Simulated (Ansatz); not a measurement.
# Rh: energy along a strain

Rh, Fm-3m, a = 3.803 Å (as given, not relaxed at this level: -5.1 GPa). Ansatz: PBEsol, PAW, 420 eV, Γ-centred 22×22×22 mesh on 1 atom, Gaussian smearing 0.15 eV; no spin polarisation. Cell vectors (Å): 0.000 1.902 1.902; 1.902 0.000 1.902; 1.902 1.902 0.000. The cell is strained by x per cent times the pattern (0 0 0 1 0 0) in the order xx yy zz yz xz xy (engineering shears), with fractional coordinates held. y is the free energy over the start, V0 = 13.752 Å³/atom. Symmetry makes y even in x.

```tsv
x (%)	y (meV/atom)
-2.00	?
-1.00	0.85
0.00	0.00
0.25	0.06
0.50	0.21
0.75	0.48
1.25	1.33
1.50	1.91
1.75	2.60
```

Question: Fit y = c2 x² + c4 x⁴ to the other rows, get the stiffness along the pattern, and predict the missing energy.

Answer: Least squares on the rows shown. y = 0.8517 x² − 0.0009517 x⁴. The clamped-ion stiffness p·C·p = 2 × 8.517 eV × 160.2 / 13.752 Å³ = 198 GPa, which is C44 in these axes (second derivative at the start, which stands under stress). At x = -2.00 the fit asked for gives 3.39 meV/atom. The run gave 3.39 meV/atom, the same to the digits shown.